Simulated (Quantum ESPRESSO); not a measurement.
# Band energies of CsCdCl3

```xyz
5
Lattice="5.2644 0.0000 0.0000 0.0000 5.2644 0.0000 0.0000 0.0000 5.2644" Properties=species:S:1:pos:R:3 pbc="T T T"
Cl     0.0000     2.6322     2.6322
Cl     2.6322     0.0000     2.6322
Cl     2.6322     2.6322     0.0000
Cd     2.6322     2.6322     2.6322
Cs     0.0000     0.0000     0.0000
```

PBEsol (pw.x of Quantum ESPRESSO, ONCV potentials, with spin-orbit coupling); path ΓXMΓRX,MR; energies in eV from the valence-band maximum.

| k (1/Å) | point | band 50 | band 51 | band 52 | band 53 | band 54 | band 55 | band 56 | band 57 |
|---|---|---|---|---|---|---|---|---|---|
| 0.00 | Γ | -0.44 | 1.62 | 1.62 | 5.80 | 5.80 | 6.19 | 6.19 | 6.19 |
| 0.40 |  | -0.59 | 3.41 | 3.41 | 6.75 | 6.75 | 7.05 | 7.05 | 7.30 |
| 0.60 | X | -0.70 | 4.22 | 4.22 | 7.08 | 7.08 | 7.42 | 7.42 | 7.92 |
| 0.80 |  | -0.57 | 4.44 | 4.44 | 7.29 | 7.29 | 7.59 | 7.59 | 7.98 |
| 1.19 | M | -0.01 | 5.94 | 5.94 | 6.98 | 6.98 | 7.21 | 7.21 | 7.81 |
| 1.62 |  | -0.34 | 3.47 | 3.47 | 6.99 | 6.99 | 7.03 | 7.03 | 7.27 |
| 2.04 | Γ | -0.44 | 1.62 | 1.62 | 5.80 | 5.80 | 6.19 | 6.19 | 6.19 |
| 2.38 |  | -0.40 | 2.94 | 2.94 | 6.60 | 6.60 | 6.83 | 6.83 | 6.84 |
| 2.73 |  | -0.24 | 4.96 | 4.96 | 6.81 | 6.81 | 6.89 | 6.89 | 7.22 |
| 3.07 | R | 0.00 | 5.67 | 5.67 | 5.87 | 5.87 | 5.87 | 5.87 | 7.46 |
| 3.41 |  | -0.31 | 5.32 | 5.32 | 6.49 | 6.49 | 6.95 | 6.95 | 7.44 |
| 3.75 |  | -0.65 | 4.37 | 4.37 | 7.20 | 7.20 | 7.54 | 7.54 | 7.99 |
| 3.92 | X | -0.70 | 4.22 | 4.22 | 7.08 | 7.08 | 7.42 | 7.42 | 7.92 |
| 3.92 | M | -0.01 | 5.94 | 5.94 | 6.98 | 6.98 | 7.21 | 7.21 | 7.81 |
| 4.21 |  | -0.01 | 5.97 | 5.97 | 6.31 | 6.31 | 6.45 | 6.45 | 7.31 |
| 4.51 | R | 0.00 | 5.67 | 5.67 | 5.87 | 5.87 | 5.87 | 5.87 | 7.46 |

The PBEsol gap is indirect, 1.62 eV, from R to Γ; the smallest direct gap is 2.06 eV. Another valence extremum on the path lies within 0.02 eV, too close to call.

The cell is held in this high symmetry; tilts and polar distortions were not searched.

Geometry of the Materials Project entry, not relaxed at this level.
